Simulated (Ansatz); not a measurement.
BAs:
Space group Pnma (No. 62); a = 6.534 Å, b = 3.379 Å, c = 5.621 Å, α = 90.00°, β = 90.00°, γ = 90.00°

```tsv
atom	site	symmetry	x	y	z
B	4c	.m.	0.1602	0.2500	0.4008
As	4c	.m.	0.3365	0.2500	0.1087
```

Relaxed with LDA.

Problem. Give the optical modes at the zone centre with their infrared activity from DFPT, DFT-LDA in the program Ansatz with PAW potentials.

Solution. Transverse frequencies, without the LO–TO term; a row sums one degenerate level.

| ω (cm⁻¹) | degeneracy | IR ((D/Å)²/amu) | activity | symmetry |
|---|---|---|---|---|
| 74 | 1 | 0.00 | IR-inactive | Ag |
| 136 | 1 | 0.00 | IR-inactive | B3g |
| 143 | 1 | 0.00 | IR-inactive | Au |
| 155 | 1 | 0.00 | IR-inactive | B1g |
| 215 | 1 | 0.03 | IR | B1u |
| 235 | 1 | 0.00 | IR-inactive | B2g |
| 248 | 1 | 0.00 | IR-inactive | Ag |
| 277 | 1 | 0.13 | IR | B3u |
| 323 | 1 | 0.00 | IR-inactive | B2g |
| 510 | 1 | 1.24 | IR | B1u |
| 542 | 1 | 0.00 | IR-inactive | Ag |
| 562 | 1 | 2.16 | IR | B3u |
| 578 | 1 | 0.00 | IR-inactive | B2g |
| 630 | 1 | 0.00 | IR-inactive | Au |
| 635 | 1 | 0.00 | IR-inactive | B1g |
| 668 | 1 | 1.63 | IR | B2u |
| 684 | 1 | 0.00 | IR-inactive | B3g |
| 721 | 1 | 0.84 | IR | B3u |
| 752 | 1 | 0.36 | IR | B1u |
| 771 | 1 | 0.00 | IR-inactive | B2g |
| 803 | 1 | 0.00 | IR-inactive | Ag |

Problem. How high does the top mode go among those that the LO–TO term moves?

Solution. 722 cm⁻¹ for q along x, 671 cm⁻¹ for q along y, 513 cm⁻¹ for q along z.

The start of the workflow was typed in or built on a structure type; neither database checked (COD, Materials Project) lists it. It is not the phase usual at ambient conditions (space group No. 216). Symmetry was held in the LDA relaxation; phonons on a q-mesh show no instability. The volume moved by 23 % from the start of the relaxation. Its formation energy is positive at this level, so the cell may be metastable or incomplete. A crystal of weakly bound layers computed without a dispersion correction: the cell and the soft elastic constants depend strongly on that.

Potentials: the later of the program's two PAW sets.
